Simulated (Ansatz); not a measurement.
Input file for Ansatz (a program for electronic structure):

Ansatz 0.2 input:
```yaml
crystal:
  lattice:
    - [0.0, 2.8377397261, 2.8377397261]
    - [2.8377397261, 0.0, 2.8377397261]
    - [2.8377397261, 2.8377397261, 0.0]
  atoms:
    - { symbol: Ge, position: [0.0, 0.0, 0.0] }
    - { symbol: Ge, position: [0.25, 0.25, 0.25] }
kpoints:
  mp_grid: { grid: [9, 9, 9] }
  band_path:
    path:
      - [[0.0, 0.0, 0.0], [0.5, 0.0, 0.5], [0.625, 0.25, 0.625]]  # Γ-X-U
      - [[0.375, 0.375, 0.75], [0.0, 0.0, 0.0], [0.5, 0.5, 0.5], [0.5, 0.25, 0.75], [0.5, 0.0, 0.5]]  # K-Γ-L-W-X
    npoints: 12
basis: { xc_grid: 2 }
hamiltonian:
  xc: pbesol
  pseudopotentials: { azcp: { folder: ./paw }, kind: paw_fr }
magnetization: { noncollinear: true, spin_orbit: true }
scf:
  n_extra_bands: 12
  convergence: { dr2_threshold: 0.0000000001 }
  occupations: { method: gaussian, width: 0.05 }
output: { eigenvalues: true }
```

Output (shortened):

```
Pseudopotential: Ge, paw, valence charge 14
Functional definition: PBEsol
non-collinear run that drives no moment, with spin-orbit …
Crystal: 2 atoms, lattice volume = 45.703 Å³
Basis set: ecut = 420 eV, 893 PW (Γ), exchange–correlation on 54×54×54 points (8 copies of the dense FFT grid, shifted against one another)
Bands: 40, of which v1, the nominal top of the filled ones, is band 28 counted from 1 (27 counted from 0)
Symmetry: 48 space group operations + 48 with time reversal
k-points: 35 of 729
Projection manifold: j_resolved (fully-relativistic pseudo-atomic orbitals)
SCF iter   1: F=—  HF=-8507.260097 eV  |F-HF|=—  |Δ(HF+E_count)|=         —  Δρ=3.51e-2  dr2=4.42e-1  dr2_m=0.00e0 (ungated)  ethr=3.10e-3  |M|=0.00e0 ∫|m|=0.00e0 μB  |m|>n=0.0e0 m-floor=0.0e0 τ_xc=0.0e0  β_m=0.30  ⟨swp⟩=7.1  Hψ=3365  notcnv=0  defer=32
preconditioner: auto → none
SCF iter   2: F=—  HF=-8507.214810 eV  |F-HF|=—  |Δ(HF+E_count)|=   4.53e-2  Δρ=2.40e-2  dr2=1.96e-1  dr2_m=0.00e0 (ungated)  ethr=1.58e-3  |M|=0.00e0 ∫|m|=0.00e0 μB  |m|>n=0.0e0 m-floor=0.0e0 τ_xc=0.0e0  β_m=0.60  ⟨swp⟩=1.0  Hψ=840  notcnv=0  defer=102
SCF iter   3: F=—  HF=-8507.190741 eV  |F-HF|=—  |Δ(HF+E_count)|=   2.41e-2  Δρ=3.24e-3  dr2=1.52e-3  dr2_m=0.00e0 (ungated)  ethr=6.99e-4  |M|=0.00e0 ∫|m|=0.00e0 μB  |m|>n=0.0e0 m-floor=0.0e0 τ_xc=0.0e0  β_m=0.61  ⟨swp⟩=2.3  Hψ=920  notcnv=0  defer=188
SCF iter   4: F=—  HF=-8507.189656 eV  |F-HF|=—  |Δ(HF+E_count)|=   1.09e-3  Δρ=1.09e-3  dr2=1.78e-4  dr2_m=0.00e0 (ungated)  ethr=5.42e-6  |M|=0.00e0 ∫|m|=0.00e0 μB  |m|>n=0.0e0 m-floor=0.0e0 τ_xc=0.0e0  β_m=0.68  ⟨swp⟩=2.0  Hψ=972  notcnv=0  defer=190
SCF iter   5: F=—  HF=-8507.189700 eV  |F-HF|=—  |Δ(HF+E_count)|=   4.39e-5  Δρ=1.86e-4  dr2=1.04e-5  dr2_m=0.00e0 (ungated)  ethr=6.37e-7  |M|=0.00e0 ∫|m|=0.00e0 μB  |m|>n=0.0e0 m-floor=0.0e0 τ_xc=0.0e0  β_m=0.75  ⟨swp⟩=2.0  Hψ=693  notcnv=0  defer=190
SCF iter   6: F=—  HF=-8507.189698 eV  |F-HF|=—  |Δ(HF+E_count)|=   2.15e-6  Δρ=3.20e-5  dr2=3.40e-7  dr2_m=0.00e0 (ungated)  ethr=3.70e-8  |M|=0.00e0 ∫|m|=0.00e0 μB  |m|>n=0.0e0 m-floor=0.0e0 τ_xc=0.0e0  β_m=0.84  ⟨swp⟩=2.0  Hψ=1090  notcnv=0  defer=190
SCF iter   7: F=—  HF=-8507.189697 eV  |F-HF|=—  |Δ(HF+E_count)|=   9.89e-7  Δρ=3.03e-6  dr2=2.39e-9  dr2_m=0.00e0 (ungated)  ethr=1.21e-9  |M|=0.00e0 ∫|m|=0.00e0 μB  |m|>n=0.0e0 m-floor=0.0e0 τ_xc=0.0e0  β_m=0.92  ⟨swp⟩=2.0  Hψ=1086  notcnv=0  defer=190
SCF iter   8: F=-8507.189697 eV  HF=-8507.189697 eV  |F-HF|=7.28e-12  |Δ(HF+E_count)|=   2.31e-9  Δρ=1.61e-7  dr2=4.13e-12  dr2_m=0.00e0 (ungated)  ethr=1.00e-12  |M|=0.00e0 ∫|m|=0.00e0 μB  |m|>n=0.0e0 m-floor=0.0e0 τ_xc=0.0e0  ⟨swp⟩=8.8  Hψ=2783  notcnv=0
SCF 1 converged in 8 iterations: F = -8507.189697 eV  dr2 = 4.13e-12
NSCF: frozen V_eff on 74 k-points
SCF converged after 8 iterations
Magnetization: |M| = 0.0000 μB,  M = (+0.0000, +0.0000, +0.0000) μB
Absolute magnetization: 0.0000 μB (∫|m|)
  site 0: m = (+0.0000, +0.0000, +0.0000) μB, |m| = 0.0000 μB  (R = 1.01 Å)
  site 1: m = (+0.0000, +0.0000, +0.0000) μB, |m| = 0.0000 μB  (R = 1.01 Å)
Free energy (F): -8507.189697 eV
Harris-Foulkes:  -8507.189697 eV  (|F-HF|=7.28e-12)
Internal energy: -8507.189531 eV  (E = F + TS)
E sigma→0 (E₀):  -8507.189614 eV
Entropy (-TS):   -0.000166 eV (-0.083 meV/atom)
Fermi energy:    8.352172 eV
--- Per-component energies (eV) ---
  E_band       = -306.574362
  E_kinetic    = 185.646660
  E_local      = -4517.677385  (includes V_loc(G=0)·N_el)
  E_nonlocal   = 439.216103
  E_hartree    = 2150.114017
  E_xc         = -142.137526
  E_vxc        = -130.257311  (∫ρ·V_xc dr)
  E_paw        = -3945.419824  (= ΣΔE_a)
  E_vpaw       = -583.730421  (= ΣTr[D̂ρ^β])
  E_aug_tail   = 0.000050  (compensation charges beyond the density's cutoff)
  E_ewald      = -2678.773594
  E_core_change = 1.841968  (= ΣΔE_core)
  E_smearing   = -0.000166  (= −TS)
  E_closure    = 0.000000  (closes the sum)
  Σ components = -8507.189697   (vs F -8507.189697, Δ=0.00e0)
  [band-id]    e_kinetic+e_local+e_nonlocal+2·e_hartree+e_vxc+e_vpaw+e_augmentation_tail = -306.574270   (vs E_band -306.574362, Δ=9.23e-5)
--- Band table (eV; the first three rows and the last of 35) ---
  k-point 0: bands = ["-16.7943", "-16.7943", "-16.7943", "-16.7943", "-16.7327", "-16.7327", "-16.7327", "-16.7327", "-16.2926", "-16.2926", "-16.1546", "-16.1546", "-16.1546", "-16.1546", "-16.1139", "-16.1139", "-16.1139", "-16.1139", "-16.0465", …
  k-point 1: bands = ["-16.7953", "-16.7953", "-16.7923", "-16.7923", "-16.7346", "-16.7346", "-16.7312", "-16.7312", "-16.2875", "-16.2875", "-16.1639", "-16.1639", "-16.1592", "-16.1592", "-16.1087", "-16.1087", "-16.1070", "-16.1070", "-16.0485", …
  k-point 2: bands = ["-16.7975", "-16.7975", "-16.7867", "-16.7867", "-16.7398", "-16.7398", "-16.7277", "-16.7277", "-16.2741", "-16.2741", "-16.1819", "-16.1819", "-16.1677", "-16.1677", "-16.0985", "-16.0985", "-16.0953", "-16.0953", "-16.0541", …
  k-point 34: bands = ["-16.7987", "-16.7987", "-16.7812", "-16.7812", "-16.7476", "-16.7476", "-16.7173", "-16.7173", "-16.2384", "-16.2384", "-16.2000", "-16.2000", "-16.1679", "-16.1679", "-16.1469", "-16.1469", "-16.0736", "-16.0736", "-16.0366", …
```

Cost: about 14 core-seconds (a rough figure) on shared cores.

Space group Fd-3m (diamond). Symmetry was held in the PBEsol relaxation.

Potentials: the earlier of the program's two PAW sets. The files were generated under PBE; for other functionals the program regenerates the frozen cores, and for LDA and PBEsol the local potential too.

Ansatz is a plane-wave DFT program.
